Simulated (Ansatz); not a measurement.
All-electron LAPW in Ansatz 0.2.0 under PBEsol, scalar-relativistic, energies extrapolated to zero smearing. Slabs are 1×1 cells cut from bulk crystals relaxed on PAW files, with atoms then relaxed, 16 to 20 Å of vacuum, a dipole correction, k spacings of 0.16 to 0.26 Å⁻¹ and smearing of 0.02 to 0.1 eV, without spin–orbit coupling or spin polarisation. The bulk type named needn't be the stable one, and no reconstruction is allowed.

Question: Order these slabs by surface energy, lowest first.
A. hcp Zn (10-10), 6 layers
B. fcc Ag (110), 5 layers
C. hcp Ti (10-10), 6 layers
D. hcp Zr (0001), 4 layers

Answer: A (0.78 J/m²), B (1.19 J/m²), D (1.79 J/m²), C (2.20 J/m²).
